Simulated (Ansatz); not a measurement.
Relaxed-ion elastic tensor of TiGeS3 in space group Pnma (No. 62; Pearson symbol oP20) in GPa (Voigt order), LDA in the plane-wave PAW code Ansatz; density 3.83 g/cm³, 18.79 Å³ per atom.

```
57.5  27.0  29.6   0.0   0.0   0.0
27.0   131  16.8   0.0   0.0   0.0
29.6  16.8  54.8   0.0   0.0   0.0
 0.0   0.0   0.0  20.7   0.0   0.0
 0.0   0.0   0.0   0.0  20.8   0.0
 0.0   0.0   0.0   0.0   0.0  44.3
```

**Question.** Is the crystal mechanically stable?

**Answer.** Yes: the smallest eigenvalue of C is 20.7 GPa.

**Question.** Work out the Voigt, Reuss and Hill averages.

**Answer.** K_V = 43.4, K_R = 39.4, K_H = 41.4; G_V = 28.5, G_R = 22.6, G_H = 25.6 GPa.

**Question.** Give Young's modulus, Poisson's ratio, Pugh's ratio and the universal anisotropy index.

**Answer.** E = 9KG/(3K + G) = 63.6 GPa; ν = 0.24; K/G = 1.62 (brittle by the Pugh limit of 1.75); A_U = 5G_V/G_R + K_V/K_R − 6 = 1.40.

**Question.** Estimate the sound speeds and the Debye temperature.

**Answer.** v_l = √((K + 4G/3)/ρ) = 4440 m/s, v_t = √(G/ρ) = 2580 m/s, mean 2870 m/s; Θ = (h/k)(3n/4πV)^(1/3) v_m = 321 K.

**Question.** Solve the Christoffel equation for the three sound speeds along x, y, z.

**Answer.** Eigenvalues of C_ijkl n_j n_l equal ρv². In km/s, slowest first: x 2.33, 3.40, 3.88; y 2.32, 3.40, 5.86; z 2.32, 2.33, 3.78.

**Question.** How much does each axis shrink under pressure?

**Answer.** Linear compressibilities β_i = Σ_j S_ij (j = 1 to 3): x 9.3, y 4.2, z 12 per TPa.

The workflow started from a Materials Project entry (that database holds measured and hypothetical structures alike); the Crystallography Open Database files this formula in space group No. 62, but the cells were not matched. Whether it is the stable phase at ambient conditions was not checked. The cell was relaxed with LDA under the symmetry of its start; its stability against distortions is not shown here. No spin polarisation was allowed. A crystal of weakly bound chains computed without a dispersion correction: the cell and the soft elastic constants depend strongly on that.

Potentials: the later of the program's two PAW sets.
